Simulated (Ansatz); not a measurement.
Relaxed GaAs (zinc blende):

```xyz
2
Lattice="0.0000 2.8295 2.8295 2.8295 0.0000 2.8295 2.8295 2.8295 0.0000" Properties=species:S:1:pos:R:3 pbc="T T T"
As     4.2443     4.2443     4.2443
Ga     0.0000     0.0000     0.0000
```

These are PBEsol (plane waves to 420 eV, PAW, scalar-relativistic; Ansatz, a first-principles code) values and carry that method's errors. k mesh 8×8×8 (Γ-centred), Fermi-Dirac smearing 0.05 eV. GaAs was relaxed with its symmetry unable to fall.

One atom of the cell was then moved (with its periodic images), all else fixed, and the forces (eV/Å) came out as:

| atom | Fx | Fy | Fz |
|---|---|---|---|
| As1 | -1.346 | 0.000 | 0.000 |
| Ga2 | 1.346 | 0.000 | 0.000 |

With two atoms only their relative shift counts; take As1 as fixed.

**Question.** Which atom was moved, and by which vector (Å)?

**Answer.** Ga2, by (-0.15, 0.00, 0.00), 0.15 Å in all.

(For displaced atoms, the force is minus the slope of the energy, and its curvature is a force constant, which sets phonon frequencies.)
